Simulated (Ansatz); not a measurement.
## Compressing AlCu$_{4}$: a fit and a missing row

AlCu$_{4}$, P2_13, a = 6.246 Å. The structure is a Materials Project entry; whether it is the stable form wasn't checked. Ansatz: r2SCAN, PAW, 500 eV, Γ-centred 6×6×6 mesh on 20 atoms, Gaussian smearing 0.10 eV; no spin polarisation. Shape and atoms are relaxed at each volume; pressure is positive in compression.

```
V (Å³/atom) P (GPa)
     10.722    25.08
     11.087    17.11
     11.453        ?
     11.818     4.77
     12.184     0.01
     12.550    -3.98
     12.915    -7.33
     13.402   -10.98
```

Take V0 = 12.184 Å³/atom, count pressures from its P0 = 0.01 GPa, fit the third-order Birch–Murnaghan form to the other rows, and predict the missing pressure.

With the Eulerian strain f = ½[(V0/V)^(2/3) − 1] and y = (P − P0)/[3f(1 + 2f)^(5/2)], the form is the line y = B0 + 1.5 B0 (B0′ − 4) f. Rows (f, y): 0.04448, 151.8; 0.03246, 150.0; 0.01027, 146.8; -0.00977, 143.0; -0.01905, 141.5; -0.03077, 139.5. Means f = 0.004603, y = 145.43; Σ(Δf)² = 0.004416, ΣΔfΔy = 0.7267; the slope is their ratio. y = 144.7 + 164.6 f GPa, so B0 = 144.7 GPa and B0′ = 4 + 2 × (164.6)/(3 × 144.7) = 4.76. At V = 11.453, f = 0.02106, y = 148.17 and P = 10.39 GPa. The run gave 10.40 GPa, so the fit is 0.01 GPa too low, within the rms miss on the fitted rows (0.01 GPa).

Cost: 8 runs of about 66 core-minutes in all, on Oxide Virtual Turin-like Processor (Zen 5) (shared hosts).